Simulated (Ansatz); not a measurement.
Energy landscape of Hg3(SeCl)2

3 relaxations of Hg3(SeCl)2 ended in 3 distinct structures. Level of theory: r2SCAN (plane waves to 500 eV, PAW, scalar-relativistic; Ansatz, an electronic-structure program).

```csv
#,space group,Pearson,type,E − E(lowest) (eV/atom),V (Å³/atom),"gap (eV, no SOC)",runs ending here
1,I2₁3,cI28,–,0.000,27.70,2.28,1
2,P3m1,hP7,–,0.15,28.58,0.00,1
3,P6/mmm,hP7,–,0.61,25.85,0.00,1
```

I2₁3, cI28 is the lowest among the structures calculated here.

```cif
data_Cl8Hg12Se8
_chemical_formula_sum 'Hg12 Se8 Cl8'
_space_group_name_H-M_alt 'I213'
_space_group_IT_number 199
_space_group_name_Hall 'I 2b 2c 3'
_cell_length_a 9.18742
_cell_length_b 9.18742
_cell_length_c 9.18742
_cell_angle_alpha 90.000
_cell_angle_beta 90.000
_cell_angle_gamma 90.000
loop_
_atom_site_label
_atom_site_type_symbol
_atom_site_symmetry_multiplicity
_atom_site_Wyckoff_symbol
_atom_site_fract_x
_atom_site_fract_y
_atom_site_fract_z
_atom_site_occupancy
Hg1 Hg 12 b 0.00000 0.25000 0.30577 1
Se1 Se 8 a 0.27286 0.27286 0.27286 1
Cl1 Cl 8 a 0.01460 0.01460 0.01460 1
```
(The calculation used a cell of 14 atoms; values per cell refer to that cell.)

Each run could gain symmetry but not lose that of its start, so entries can be saddle points. From databases, or of a type measured for this composition: I2₁3, cI28; the others are generated cells (placed on structure types, drawn at random, substituted or restacked) that were not matched to a known phase here. Static energies at zero pressure. Each cell has its own k-point mesh; energy differences are given only to the digits this allows. No spin polarisation in the result. Spin-orbit coupling is missing; with elements this heavy it can move band edges by tenths of an eV or more. Gaps of cells over 8 atoms come from the SCF mesh and high-symmetry points alone.
